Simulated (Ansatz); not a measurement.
Zr₂N (anti-rutile, space group No. 136) under volume change, the program Ansatz at the PBEsol level (PAW), shape and atoms relaxed at each volume.

```tsv
V (Å³/atom)	E − E(relaxed) (meV/atom)	P (GPa)
14.311	87.3	21.33
14.782	36.8	13.17
15.254	8.7	6.08
15.726	0.0	-0.01
16.198	7.9	-5.22
16.669	30.0	-9.67
17.141	64.2	-13.45
```

Question: What does a third-order Birch–Murnaghan fit give for V₀, B₀ and B′?

Answer: V₀ = 15.73 Å³/atom, B₀ = 187 GPa, B′ = 4.1.

Space group P4_2/mnm (anti-rutile). The first step of the workflow began from a Materials Project structure, measured or hypothetical; the Crystallography Open Database copy checked does not list it. Its standing as an ambient phase is unchecked. The cell was relaxed with PBEsol under the symmetry of its start; of distortions, only those at the zone centre were tested. The run is not spin-polarised.

Potentials: the later of the program's two PAW sets.
